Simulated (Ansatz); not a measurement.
NbC2 (MoSi2 or CaC2 type, I4/mmm), PBE in the plane-wave PAW code Ansatz, all energies at zero smearing, with the estimated change up to a 700 eV cutoff added, with one set of potentials and settings (totals compare only within such a set). Cell of 3 atoms (1 Nb, 2 C): -5052.762 eV.

| element | reference phase | E (eV/atom) |
|---|---|---|
| Nb | Im-3m, 1 atoms in the cell | -4552.2836 |
| C | P6_3/mmc, 4 atoms in the cell | -250.9479 |

Formation energy per atom, worked out: (-5052.762 − 1×(-4552.2836) − 2×(-250.9479))/3 = 0.473 eV/atom (46 kJ per mol of atoms), at 0 K, without zero-point energy or fitted corrections.

The start of the workflow was typed in or built on a structure type; neither database checked (COD, Materials Project) lists it. Whether it is the stable phase at ambient conditions was not checked. The PBE relaxation kept the symmetry of its start; whether a distortion lowers the energy is not shown. No spin polarisation was allowed. The volume moved by -28 % from the start of the relaxation. Its formation energy is positive at this level, so the cell may be metastable or incomplete. The references are the lowest solids computed at this level, not always the standard phases.

Potentials: the later of the program's two PAW sets.
